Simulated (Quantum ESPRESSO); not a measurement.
## Ge2Si5C (input and log of a self-consistent run)

Simulated, not a measurement. The program is pw.x of Quantum ESPRESSO 7.5 (plane-wave density functional theory). The cell is made up: 8 atoms on a zincblende/diamond lattice, with randomly drawn elements, strain and displacements, not relaxed. PseudoDojo standard norm-conserving files (v0.5 for PBE, v0.4.1 for LDA and PBEsol) set the functional; there is no spin polarisation, spin-orbit coupling or dispersion term, and the masses in the input are unused placeholders.

Input:

```
&control calculation='scf', pseudo_dir='./dojo.nc.sr.pbe.v0_5.standard.upf', outdir='./o', disk_io='low', tprnfor=.true., tstress=.true. /
&system ibrav=0, nat=8, ntyp=3, nbnd=36, ecutwfc=82.02448710, nosym=.true., tot_charge=0,
 occupations='smearing', smearing='fd', degauss=0.0073498644
/
&electrons conv_thr=7.350e-09, electron_maxstep=60, /
ATOMIC_SPECIES
C 1.0 C.upf
Ge 1.0 Ge.upf
Si 1.0 Si.upf
CELL_PARAMETERS angstrom
5.6097 0.066 -0.0234
0.066 5.5834 -0.0021
-0.0234 -0.0021 5.5818
ATOMIC_POSITIONS angstrom
Ge -0.0407 0.0207 -0.0164
Ge -0.0158 2.7888 2.7842
Si 2.7814 0.0407 2.7819
Si 2.8662 2.8313 -0.0114
Si 1.4607 1.4002 1.4716
Si 1.4485 4.1616 4.1895
C 4.2485 1.4152 4.1766
Si 4.2341 4.2348 1.3915
K_POINTS automatic
6 6 6 1 1 1
```

The log is shortened where brackets say so; the opening notice, blank lines, dates and the lines on written files are dropped, and the path of the files is cut. It prints rydbergs, bohrs and kilobars, and counts compression as positive stress.

```
     Program PWSCF v.7.5
     Parallel version (MPI & OpenMP), running on       4 processor cores
     Number of MPI processes:                 4
     Threads/MPI process:                     1
     [start-up lines left out]
     bravais-lattice index     =            0
     lattice parameter (alat)  =      10.6016  a.u.
     unit-cell volume          =    1179.6175 (a.u.)^3
     number of atoms/cell      =            8
     number of atomic types    =            3
     number of electrons       =        52.00
     number of Kohn-Sham states=           36
     kinetic-energy cutoff     =      82.0245  Ry
     charge density cutoff     =     328.0979  Ry
     scf convergence threshold =      7.3E-09
     mixing beta               =       0.7000
     number of iterations used =            8  plain     mixing
     Exchange-correlation= PBE
                           (   1   4   3   4   0   0   0)
     [axes and pseudopotential details left out]
   Cartesian axes
     site n.     atom                  positions (alat units)
         1        Ge     tau(   1) = (  -0.0072547   0.0036897  -0.0029233  )
         2        Ge     tau(   2) = (  -0.0028163   0.4971002   0.4962802  )
         3        Si     tau(   3) = (   0.4957811   0.0072547   0.4958702  )
         4        Si     tau(   4) = (   0.5108966   0.5046757  -0.0020320  )
         5        Si     tau(   5) = (   0.2603680   0.2495839   0.2623109  )
         6        Si     tau(   6) = (   0.2581933   0.7418001   0.7467732  )
         7        C      tau(   7) = (   0.7572899   0.2522577   0.7444738  )
         8        Si     tau(   8) = (   0.7547231   0.7548479   0.2480332  )
     number of k points=   108  Fermi-Dirac smearing, width (Ry)=  0.0073
     Number of k-points >= 100: set verbosity='high' to print them.
     Dense  grid:   118383 G-vectors     FFT dimensions: (  64,  64,  64)
     Estimated max dynamical RAM per process >     369.50 MB
     Estimated total dynamical RAM >       1.36 GB
     Initial potential from superposition of free atoms
     starting charge      51.9952, renormalised to      52.0000
     Starting wfcs are   42 randomized atomic wfcs
     total cpu time spent up to now is       14.1 secs
     per-process dynamical memory:   312.9 Mb
     Self-consistent Calculation
     iteration #  1     ecut=    82.02 Ry     beta= 0.70
     Davidson diagonalization with overlap
     ethr =  1.00E-02,  avg # of iterations =  3.1
     Threshold (ethr) on eigenvalues was too large:
     Diagonalizing with lowered threshold
     Davidson diagonalization with overlap
     ethr =  6.62E-04,  avg # of iterations =  2.5
     total cpu time spent up to now is       81.8 secs
     total energy              =    -411.22684615 Ry
     estimated scf accuracy    <       0.35220615 Ry
     iteration #  2     ecut=    82.02 Ry     beta= 0.70
     Davidson diagonalization with overlap
     ethr =  6.77E-04,  avg # of iterations =  5.6
     total cpu time spent up to now is      121.2 secs
     total energy              =    -411.16689822 Ry
     estimated scf accuracy    <       1.03482112 Ry
     iteration #  3     ecut=    82.02 Ry     beta= 0.70
     Davidson diagonalization with overlap
     ethr =  6.77E-04,  avg # of iterations =  3.0
     total cpu time spent up to now is      154.2 secs
     total energy              =    -411.34667942 Ry
     estimated scf accuracy    <       0.02953539 Ry
     iteration #  4     ecut=    82.02 Ry     beta= 0.70
     Davidson diagonalization with overlap
     ethr =  5.68E-05,  avg # of iterations =  5.6
     total cpu time spent up to now is      191.8 secs
     total energy              =    -411.35230136 Ry
     estimated scf accuracy    <       0.00417943 Ry
     iteration #  5     ecut=    82.02 Ry     beta= 0.70
     Davidson diagonalization with overlap
     ethr =  8.04E-06,  avg # of iterations =  5.6
     total cpu time spent up to now is      229.4 secs
     total energy              =    -411.35298696 Ry
     estimated scf accuracy    <       0.00043985 Ry
     iteration #  6     ecut=    82.02 Ry     beta= 0.70
     Davidson diagonalization with overlap
     ethr =  8.46E-07,  avg # of iterations =  3.5
     total cpu time spent up to now is      261.1 secs
     total energy              =    -411.35306648 Ry
     estimated scf accuracy    <       0.00005775 Ry
     iteration #  7     ecut=    82.02 Ry     beta= 0.70
     Davidson diagonalization with overlap
     ethr =  1.11E-07,  avg # of iterations =  2.1
     total cpu time spent up to now is      290.6 secs
     total energy              =    -411.35307935 Ry
     estimated scf accuracy    <       0.00000157 Ry
     iteration #  8     ecut=    82.02 Ry     beta= 0.70
     Davidson diagonalization with overlap
     ethr =  3.02E-09,  avg # of iterations =  4.2
     total cpu time spent up to now is      323.7 secs
     total energy              =    -411.35307989 Ry
     estimated scf accuracy    <       0.00000081 Ry
     iteration #  9     ecut=    82.02 Ry     beta= 0.70
     Davidson diagonalization with overlap
     ethr =  1.55E-09,  avg # of iterations =  2.0
     total cpu time spent up to now is      350.4 secs
     total energy              =    -411.35307998 Ry
     estimated scf accuracy    <       0.00000007 Ry
     iteration # 10     ecut=    82.02 Ry     beta= 0.70
     Davidson diagonalization with overlap
     ethr =  1.43E-10,  avg # of iterations =  2.4
     total cpu time spent up to now is      380.0 secs
     End of self-consistent calculation
     Number of k-points >= 100: set verbosity='high' to print the bands.
     the Fermi energy is     5.7744 ev
!    total energy              =    -411.35308000 Ry
     estimated scf accuracy    <          4.3E-09 Ry
     smearing contrib. (-TS)   =      -0.00149886 Ry
     internal energy E=F+TS    =    -411.35158114 Ry
     The total energy is F=E-TS. E is the sum of the following terms:
     one-electron contribution =    -239.80690602 Ry
     hartree contribution      =     146.24436832 Ry
     xc contribution           =    -106.21727986 Ry
     ewald contribution        =    -211.57176358 Ry
     convergence has been achieved in  10 iterations
     Forces acting on atoms (cartesian axes, Ry/au):
     atom    1 type  2   force =    -0.01834005    0.03676633   -0.02712233
     atom    2 type  2   force =    -0.01750190   -0.04483926    0.05385155
     atom    3 type  3   force =     0.05057725    0.01039150    0.06295140
     atom    4 type  3   force =     0.03307778   -0.05614539   -0.02346168
     atom    5 type  3   force =    -0.00892053    0.01645126   -0.04621830
     atom    6 type  3   force =     0.00486489    0.01747521   -0.00812407
     atom    7 type  1   force =    -0.02350290    0.00629564    0.00438568
     atom    8 type  3   force =    -0.02025454    0.01360471   -0.01626225
     Total force =     0.153032     Total SCF correction =     0.000334
     Computing stress (Cartesian axis) and pressure
          total   stress  (Ry/bohr**3)                   (kbar)     P=      -85.78
  -0.00059354  -0.00015445   0.00007435          -87.31      -22.72       10.94
  -0.00015445  -0.00057476  -0.00001674          -22.72      -84.55       -2.46
   0.00007435  -0.00001674  -0.00058102           10.94       -2.46      -85.47
     init_run     :     13.40s CPU     13.97s WALL (       1 calls)
     electrons    :    363.26s CPU    365.94s WALL (       1 calls)
     forces       :      4.93s CPU      4.97s WALL (       1 calls)
     stress       :     17.40s CPU     17.40s WALL (       1 calls)
     [timing details left out]
     PWSCF        :   6m39.29s CPU   6m42.75s WALL
     JOB DONE.
```

In other units: free energy -5596.744 eV for the cell, pressure -8.58 GPa, largest force component 1.619 eV/Å. A rerun of a related cell, with the same atoms placed differently, at 1347 eV and a 8 x 8 x 8 mesh moved values by no more than 0.005 eV in energy, 0.02 GPa in stress and 0.005 eV/Å in force.